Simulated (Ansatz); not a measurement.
Structure relaxation, VBiO₄

The start is a generated trial cell of VBiO4 in the AFLOW prototype AB4C_hP6_191_a_h_b (as in MgAlB4). A full variable-cell relaxation at zero pressure is run with PBE (plane waves to 420 eV, PAW, scalar-relativistic; Ansatz, a program for electronic structure). The first steps use a coarse 8×8×3 k-mesh.

Input geometry:
```yaml
crystal:
  lattice:
    - [3.39925, 0.00000, 0.00000]
    - [-1.69963, 2.94384, 0.00000]
    - [0.00000, 0.00000, 7.49497]
  atoms:
    - { symbol: V, position: [0.00000, 0.00000, 0.50000] }
    - { symbol: Bi, position: [0.00000, 0.00000, 0.00000] }
    - { symbol: O, position: [0.33333, 0.66667, 0.24130] }
    - { symbol: O, position: [0.66667, 0.33333, 0.24130] }
    - { symbol: O, position: [0.66667, 0.33333, 0.75870] }
    - { symbol: O, position: [0.33333, 0.66667, 0.75870] }
```
Spin-polarised start, with parallel moments on V.

### Question
Which atoms feel the largest initial force, and how large is it?

### Answer
About 0.6 eV/Å, on O3, O4, O5, O6 (atoms numbered as listed).

### Question
How much energy is released per atom?

### Answer
0.81 eV/atom.

### Question
How do the shortest distances between atoms change?

### Answer
The closest pairs of elements (up to four, under 3.6 Å), start → end: O–O 1.96 → 2.10 Å; O–V 2.76 → 2.42 Å; Bi–O 2.67 → 2.65 Å; Bi–V 3.75 → 2.83 Å.

### Question
Is the relaxed structure metallic? Give its gap.

### Answer
No gap (metallic).

### Question
What magnetic moments remain?

### Answer
Net 0.17 μB/atom, ferromagnetic.

The space group stays P6/mmm (No. 191) (the run could not lower it), with 6 atoms in the primitive magnetic cell. Final values are on a 15×15×8 k-mesh of the relaxed cell. Spin state reached: ferromagnetic (net 0.17 μB/atom), from parallel starting moments; other spin orders were not run from this start. No Hubbard U is applied.

The run could not lower the symmetry of its start; a shaken copy of this end point relaxes with PBE to Cc (No. 9), 1.66 eV/atom lower.

The relaxed structure here is a generated cell of VBiO4: the first start was made by placing the elements on the sites of a structure type, and the end was not matched to a known phase here, so it may be hypothetical. Known forms of VBiO4 include space group No. 88.
